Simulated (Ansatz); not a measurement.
## One input, then a changed one: AlSn

First run: DFT, PBEsol, PAW with Ansatz's default frozen-core files, scalar-relativistic (Ansatz 0.2.0).

Command: `ansatz run input.yaml --threads 1 --pin off --max-ram 2048MiB --backend cpu --events-out ev --progress --plain --runs-dir out` It took 8.7 s on 1 thread of Arm Neoverse V2, with other jobs on the host, peak memory 0.37 GiB.

```yaml
crystal:
  lattice:
    - [4.2122485707, 0.0, 0.0]
    - [-2.1061242853, 3.6479142693, 0.0]
    - [0.0, 0.0, 3.1719548515]
  atoms:
    - { symbol: Al, position: [0.0, 0.0, 0.0] }
    - { symbol: Sn, position: [0.3333333333, 0.6666666667, 0.5] }
kpoints:
  mp_grid: { grid: [11, 11, 12] }
scf:
  occupations: { method: fermi_dirac, width: 0.05 }
hamiltonian:
  xc: pbesol
  pseudopotentials: { kind: paw }
output:
  forces: true
  stress: true
  eigenvalues: true
  populations: true
```

The cell comes from a relaxation on PAW files under the same functional, begun from a database entry that needn't be the ground state.

It converges in 7 SCF iterations at a pressure of -0.02 GPa, cutoff 420 eV.

A second input differs as follows:

```diff
   occupations: { method: fermi_dirac, width: 0.05 }
+  max_iter: 80
 hamiltonian:
   populations: true
+basis:
+  ecutwfc: "80 eV"
```

**Question.** What is wrong with it, and what does the program do?

**Answer.** The change was made to test a cutoff far too low. The run converges in 10 SCF iterations at a pressure of -87.4 GPa, cutoff 80 eV, free energy +187.01 eV/atom against the first run's. Compare each number with the sound run's before taking it for a property of the system. The log ends:
```
--- Band table (eV; the first three rows and the last of 112) ---
  k-point 0: bands = ["-9.6063", "-7.0540", "-2.5509", "-2.5509", "2.1100", "2.1100", "4.1568", "4.1568", "5.5076", "6.2039", "13.7232", "13.7232", "14.9610"]
  k-point 1: bands = ["-9.6098", "-6.9971", "-2.5148", "-2.5148", "2.0050", "2.0050", "4.2280", "4.2280", "5.1190", "6.3924", "13.7645", "13.7645", "14.8895"]
  k-point 2: bands = ["-6.8585", "-2.3101", "-2.3101", "-0.0137", "3.8865", "3.8865", "4.4463", "4.7588", "4.7588", "6.8612", "13.9169", "13.9169", "14.4681"]
  k-point 111: bands = ["-5.5324", "-2.7449", "-2.2965", "1.7732", "1.9481", "2.1291", "2.2512", "3.4605", "4.2715", "8.0020", "12.5413", "12.9392", "15.4889"]
--- Löwdin populations: 2 sites ---
  site symbol       q [e]
     0     Al      1.1740
     1     Sn     15.3295
  spilling = 0.029208 (of n_electrons = 17.000000)
```
